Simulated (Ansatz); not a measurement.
AlN (wurtzite)

```xyz
8
Lattice="3.1303 0.0000 0.0000 -1.5651 2.7109 0.0000 0.0000 0.0000 10.0360" Properties=species:S:1:pos:R:3 pbc="T T T"
Al     1.5651     0.9036     0.0169
Al     1.5651     0.9036     5.0349
Al     0.0000     1.8073     2.5259
Al     0.0000     1.8073     7.5439
N      1.5651     0.9036     3.1203
N      1.5651     0.9036     8.1383
N      0.0000     1.8073     0.6113
N      0.0000     1.8073     5.6293
```

The atoms are displaced by Q × the pattern below (from a DFPT mode at A = (0.0, 0.0, 0.5), largest move 1; Q in Å), at fixed cell. It is one choice among 4 degenerate patterns. (q is in reciprocal vectors of the primitive cell; the cell shown is doubled to hold the pattern.)

```
atom      x       y      z
----  -----  ------  -----
Al1   0.000   1.000  0.000
Al2   0.000  -1.000  0.000
Al3   0.000   0.129  0.000
Al4   0.000  -0.129  0.000
N5    0.000   0.022  0.000
N6    0.000  -0.022  0.000
N7    0.000   0.955  0.000
N8    0.000  -0.955  0.000
```

The numbers are results of PBE (plane waves to 420 eV, PAW, scalar-relativistic; Ansatz, a program for electronic structure), not measurements. k mesh 12×12×4 (Γ-centred), Fermi-Dirac smearing 0.05 eV. E stands for the smeared free energy. Stress and pressure are positive under compression. AlN was relaxed with its symmetry unable to fall. The zero of ΔE is the undisplaced structure.

Task: What ΔE (meV/cell) and P (GPa) does the calculation give at Q (Å) = -0.100, -0.083, -0.067, -0.033, -0.017, 0.017, 0.050, 0.083?

Result: 
```csv
Q (Å),ΔE (meV/cell),P (GPa)
-0.100,44.0,-0.06
-0.083,30.6,-0.04
-0.067,19.6,-0.03
-0.033,4.9,-0.01
-0.017,1.2,-0.01
0.017,1.2,-0.01
0.050,11.0,-0.02
0.083,30.6,-0.04
```

(For displaced atoms, the force is minus the slope of the energy, and its curvature is a force constant, which sets phonon frequencies.)
